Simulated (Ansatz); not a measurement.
Relaxed-ion elastic tensor of CaSe (rock salt, Fm-3m) in GPa (Voigt order), plane-wave PAW PBEsol (Ansatz code); density 3.91 g/cm³, 25.26 Å³ per atom.

```tsv
	1	2	3	4	5	6
1	118	18.9	18.9	0.0	0.0	0.0
2	18.9	118	18.9	0.0	0.0	0.0
3	18.9	18.9	118	0.0	0.0	0.0
4	0.0	0.0	0.0	27.3	0.0	0.0
5	0.0	0.0	0.0	0.0	27.3	0.0
6	0.0	0.0	0.0	0.0	0.0	27.3
```

### Question
Is the crystal mechanically stable?

### Answer
Yes: the smallest eigenvalue of C is 27.3 GPa.

### Question
Work out the Voigt, Reuss and Hill averages.

### Answer
K_V = 52.1, K_R = 52.1, K_H = 52.1; G_V = 36.3, G_R = 33.3, G_H = 34.8 GPa.

### Question
Give Young's modulus, Poisson's ratio, Pugh's ratio and the universal anisotropy index.

### Answer
E = 9KG/(3K + G) = 85.4 GPa; ν = 0.23; K/G = 1.50 (brittle by the Pugh limit of 1.75); A_U = 5G_V/G_R + K_V/K_R − 6 = 0.44.

### Question
Estimate the sound speeds and the Debye temperature.

### Answer
v_l = √((K + 4G/3)/ρ) = 5020 m/s, v_t = √(G/ρ) = 2980 m/s, mean 3300 m/s; Θ = (h/k)(3n/4πV)^(1/3) v_m = 335 K.

### Question
Give the Zener ratio and Young's modulus along [100], [110] and [111].

### Answer
A = 2C44/(C11 − C12) = 0.55; 1/E = S11 − 2(S11 − S12 − S44/2)Γ with Γ = 0, 1/4, 1/3 gives 113, 77.2, 69.8 GPa.

### Question
Solve the Christoffel equation for the three sound speeds along [100], [110], [111].

### Answer
Eigenvalues of C_ijkl n_j n_l equal ρv². In km/s, slowest first: [100] 2.64, 2.64, 5.50; [110] 2.64, 3.57, 4.95; [111] 3.29, 3.29, 4.76.

Symmetry was held in the PBEsol relaxation.

Potentials: the later of the program's two PAW sets.
